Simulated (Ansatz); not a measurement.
The calculation used Ansatz 0.2.0, DFT PBE, scalar-relativistic, plane waves, PAW. Settings: cutoff 420 eV, Γ-centred meshes spaced at most about 0.3 Å⁻¹ (2π included), Gaussian smearing. No spin polarisation in the final relaxations.

All energies are static (0 K, no zero-point motion).

Compare these two cells of Cd3Se2S, each relaxed at this level.

A.

```cif
data_structure
_symmetry_space_group_name_H-M 'P3m1'
_symmetry_Int_Tables_number 156
_cell_length_a 4.3156
_cell_length_b 4.3156
_cell_length_c 10.5861
_cell_angle_alpha 90.000
_cell_angle_beta 90.000
_cell_angle_gamma 120.000
_cell_volume 170.74
loop_
_atom_site_label
_atom_site_type_symbol
_atom_site_symmetry_multiplicity
_atom_site_Wyckoff_symbol
_atom_site_fract_x
_atom_site_fract_y
_atom_site_fract_z
_atom_site_occupancy
Cd1 Cd 1 b 0.33333 0.66667 0.00029 1
Cd2 Cd 1 c 0.66667 0.33333 0.65784 1
Cd3 Cd 1 a 0.00000 0.00000 0.34242 1
Se1 Se 1 c 0.66667 0.33333 0.91133 1
Se2 Se 1 b 0.33333 0.66667 0.25318 1
S1 S 1 a 0.00000 0.00000 0.58495 1
```

B.

```cif
data_structure
_symmetry_space_group_name_H-M 'P6_3mc'
_symmetry_Int_Tables_number 186
_cell_length_a 4.3197
_cell_length_b 4.3197
_cell_length_c 21.1479
_cell_angle_alpha 90.000
_cell_angle_beta 90.000
_cell_angle_gamma 120.000
_cell_volume 341.75
loop_
_atom_site_label
_atom_site_type_symbol
_atom_site_symmetry_multiplicity
_atom_site_Wyckoff_symbol
_atom_site_fract_x
_atom_site_fract_y
_atom_site_fract_z
_atom_site_occupancy
Cd1 Cd 2 b 0.66667 0.33333 0.16692 1
Cd2 Cd 2 b 0.66667 0.33333 0.49562 1
Cd3 Cd 2 b 0.66667 0.33333 0.83814 1
Se1 Se 2 b 0.66667 0.33333 0.29383 1
Se2 Se 2 b 0.66667 0.33333 0.62277 1
S1 S 2 b 0.66667 0.33333 0.95971 1
```

Question: Which would you expect to be lower, and how large is the difference?

Answer: They are level within the accuracy (1 meV/atom apart, with A the lower in these runs). A has Se and S ordered on zinc blende sites, space group P3m1 (No. 156), 28.5 Å³/atom and a gap of 0.56 eV on its mesh; B has Se and S ordered on wurtzite sites, space group P6_3mc (No. 186), 28.5 Å³/atom and a gap of 0.62 eV. Counting S or Se atoms around Cd (for each partner element, those within 1.25 times its shortest distance or 1.15 times the sum of covalent radii, where it is the nearest in units of that sum or under 1.3), A and B both have Cd 4. Both come from invented guesses.

Kohn–Sham gaps at this level usually fall short of measured ones. With atoms moved at random, P3m1 came back. Other cells relaxed within their symmetry can be saddle points.
